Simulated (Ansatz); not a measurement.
Data:

SiO2 (alpha-cristobalite type, space group P4_12_12)

```
CELL_PARAMETERS angstrom
      5.08278     0.00000     0.00000
      0.00000     5.08278     0.00000
      0.00000     0.00000     7.09805
ATOMIC_POSITIONS crystal
  Si 0.29405 0.29405 0.00000
  Si 0.79405 0.20595 0.75000
  Si 0.20595 0.79405 0.25000
  Si 0.70595 0.70595 0.50000
  O  0.24110 0.09387 0.17444
  O  0.74110 0.40613 0.57556
  O  0.25890 0.59387 0.07556
  O  0.75890 0.90613 0.67444
  O  0.90613 0.75890 0.32556
  O  0.40613 0.74110 0.42444
  O  0.59387 0.25890 0.92444
  O  0.09387 0.24110 0.82556
```

E(V) scan at fixed shape, V₀ the volume above. The atoms relax within the cell's symmetry.

Calculation: PBE (plane waves to 420 eV, PAW, scalar-relativistic; Ansatz, a program for electronic structure). k mesh 5×5×4 (Γ-centred), Fermi-Dirac smearing 0.05 eV. The energy includes the smearing's −TS. Stress and pressure are positive under compression. The relaxing atoms change the space group within the scan (I4_1/amd at V/V₀ = 1.160), so nothing is fitted. SiO2 was relaxed with its symmetry unable to fall. The PAW data are Ansatz's earlier set. The zero of ΔE is the relaxed starting cell.

The scan covers V/V₀ from 0.840 to 1.160 in 13 points.

Task: What is ΔE at V/V₀ = 1.160?

Result: 17.8 meV/atom.

Task: What pressure does the cell carry at V/V₀ = 0.840?

Result: 3.87 GPa.

Task: What is ΔE at V/V₀ = 0.840?

Result: 25.4 meV/atom.

(A scan under strain: stresses follow from slopes of the energy per volume, elastic moduli from its curvatures.)
